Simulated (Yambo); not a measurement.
Convergence of the G0W0 gap of BeTe

G0W0@PBEsol for BeTe (zinc blende, space group F-43m, No. 216) in Yambo. Reference settings: 4×4×4 Γ-centred k mesh, bands 2 to 104 and a 10 Ry block in the screening, 104 bands in G with the Bruneval-Gonze terminator, plasmon pole fitted at 27.2 eV. The PBEsol gap Γ → X on this mesh is 1.84 eV; G0W0 gaps are taken between the same points.

```
change from the reference     G0W0 gap Γ → X (eV)  shift of the valence edge (eV)        rough Yambo cost
----------------------------  -------------------  ------------------------------  ----------------------
reference settings                           3.31                           -1.27                       1
37 bands in G                                3.31                           -1.24                       –
wavefunctions cut at 25 Ry                   3.34                           -1.27  within a factor of two
no point-group symmetry                      3.30                           -1.24                about 4×
37 bands in G, no terminator                 3.16                           -0.80                       –
no terminator                                3.28                           -1.19                       –
```

The reference isn't shown to be the converged limit. Costs are rough (shared machines), scaled to the same edge states, and given only for runs that recompute the screening.

Spin-orbit coupling is left out, which matters for elements this heavy: edges can move by tenths of an eV.

The standard potential for Te keeps a d shell in the valence without the s and p states of that shell. In tests on such compounds this moved G0W0 gaps by up to about 0.9 eV, so absolute quasiparticle energies here are unreliable; differences between settings are what counts.

Geometry relaxed with PBEsol; primitive cell a = b = c = 3.965 Å, α = β = γ = 60.00°.

A shift is the quasiparticle energy of the state minus its PBEsol energy.
